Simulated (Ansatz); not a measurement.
Method: Ansatz, DFT PBE, scalar-relativistic, plane waves, PAW. Settings: cutoff 420 eV, Γ-centred meshes spaced at most about 0.3 Å⁻¹, and about 0.25 Å⁻¹ or finer for metals (2π included), Gaussian smearing. Collinear spin in cells that started with moments and kept them past the coarse steps, no spin elsewhere.

Each of these unrelaxed guesses is relaxed in cell and atoms within its symmetry. A guess keeps its type if space group and coordination stay and the shape of the cell changes little (axis ratios within about 15 %, angles within 6°); the volume may change.

1. NaAl3O (collinear spin from parallel moments)

Space group Pm-3m (No. 221). a = 4.405 Å, b = 4.405 Å, c = 4.405 Å, α = 90.00°, β = 90.00°, γ = 90.00°
| atom | site | symmetry | x | y | z |
| --- | --- | --- | --- | --- | --- |
| Na | 1a | m-3m | 0.0000 | 0.0000 | 0.0000 |
| Al | 3d | 4/mm.m | 0.5000 | 0.0000 | 0.0000 |
| O | 1b | m-3m | 0.5000 | 0.5000 | 0.5000 |

2. Y3LuO2

Space group P4mm (No. 99). a = 3.557 Å, b = 3.557 Å, c = 7.741 Å, α = 90.00°, β = 90.00°, γ = 90.00°
```
atom  site  symmetry       x       y       z
   Y    2c      2mm. 0.5000  0.0000  0.9983
   Y    1a       4mm  0.0000  0.0000  0.3793
  Lu    1b       4mm  0.5000  0.5000  0.6236
   O    1b       4mm  0.5000  0.5000  0.2666
   O    1a       4mm  0.0000  0.0000  0.7339
```

3. MgZr2N2

Space group I4/mmm (No. 139). a = 3.747 Å, b = 3.747 Å, c = 10.123 Å, α = 90.00°, β = 90.00°, γ = 90.00°
```tsv
atom	site	symmetry	x	y	z
Mg	2a	4/mmm	0.0000	0.0000	0.0000
Zr	4d	-4m2	0.0000	0.5000	0.2500
N	4e	4mm	0.5000	0.5000	0.1124
```

Question: Which guesses survive the relaxation?

Answer: Guess 1 keeps its type. Symmetry leaves only the cell edge free in guess 1, so these can't change.

```
guess  kept  start group  end group  V start (Å³/atom)  V end  b/a and c/a, end over start  nearest neighbours start  nearest neighbours end
    1   yes        Pm-3m      Pm-3m               17.1   27.3                   1.00, 1.00          Al 2, Na 6, O 12        Al 2, Na 6, O 12
    2    no         P4mm       P4mm               16.3   22.3                   1.00, 0.65          Lu 5, O 9, Y 5/8        Lu 1, O 5, Y 1/4
    3    no       I4/mmm     I4/mmm               14.2   18.7                   1.00, 0.85          Mg 16, N 5, Zr 8         Mg 2, N 5, Zr 4
```

Neighbours count within 15 % of an atom's shortest distance; end groups are read at 0.02 Å (0.05 Å in metals).

Another magnetic order may lie lower. Cells relaxed within their symmetry can be saddle points.

In counts of neighbours, a slash parts the counts of unlike sites.
